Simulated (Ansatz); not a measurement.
## Vibrations of HfOs (Pm-3m) by finite displacements

```
CELL_PARAMETERS angstrom
3.22351 0.00000 0.00000
0.00000 3.22351 0.00000
0.00000 0.00000 3.22351
ATOMIC_POSITIONS crystal
Hf 0.00000 0.00000 0.00000
Os 0.50000 0.50000 0.50000
```

Level of theory, where no other is named: PBEsol, PAW on Ansatz 0.2.0's default frozen-core files (fitted under PBE), scalar-relativistic. k mesh 12×12×12, Fermi-Dirac smearing of 0.100 eV, cutoff 420 eV. The cell was relaxed by PAW under this functional.

Atoms are displaced by 0.0025 Å in the smallest supercells that hold the wave vectors of a 2×2×2 mesh. Negative values stand for unstable modes.

Q: What are the phonon energies at the solved wave vectors, in cm⁻¹?

A: 

```csv
q,point,modes (cm⁻¹)
0.000 0.000 0.000,Gamma,158.3 (×3)
0.500 0.000 0.000,X,"106.8 (×2), 138.3 (×2), 163.5, 219.2"
0.500 0.500 0.000,M,"120.3, 133.6 (×2), 141.9, 189.7 (×2)"
0.500 0.500 0.500,R,"169.8 (×3), 172.2 (×3)"
```

Q: Is the structure dynamically stable at these wave vectors?

A: Yes, no mode is unstable there; wave vectors off this mesh aren't tested.

Q: How do the optical zone-centre modes decompose, and which are active?

A: Point group m-3m: Γ_opt = T1u.

| label | cm⁻¹ | activity | mostly |
| --- | --- | --- | --- |
| T1u | 158.3 | IR | Hf (52 %) |

In a metal the activity is that of symmetry alone; free carriers screen the infrared modes.

Q: The cell is scaled evenly to 32.491 and 34.500 Å³ (from 33.495), with free atoms relaxed and the shape held. What are the mode Grüneisen parameters γ = −d ln ω/d ln V?

A: For the highest mode, 227.1 cm⁻¹ in the small cell and 211.7 in the large one give γ ≈ 1.17. From the change of the dynamical matrix on each mode:

| point | cm⁻¹ | γ |
| --- | --- | --- |
| Gamma | 158.3 | 2.30 |
| X | 106.8 | 1.94 |
| X | 138.3 | 1.76 |
| X | 163.5 | 1.58 |
| X | 219.2 | 1.17 |
| M | 120.3 | 2.04 |
| M | 133.6 | 0.87 |
| M | 141.9 | 1.83 |
| M | 189.7 | 2.33 |
| R | 169.8 | 1.64 |
| R | 172.2 | 1.73 |

Weighted by the modes' heat capacities at 300 K, the mean on this mesh is 1.74; it moves with the q mesh, and a coarse one overweights the zone boundary.

Keep in mind: frozen-core PAW files fitted under PBE, their cores solved anew for the functional of the run; responses of metals move with mesh and smearing; no spin-orbit coupling on heavy atoms.
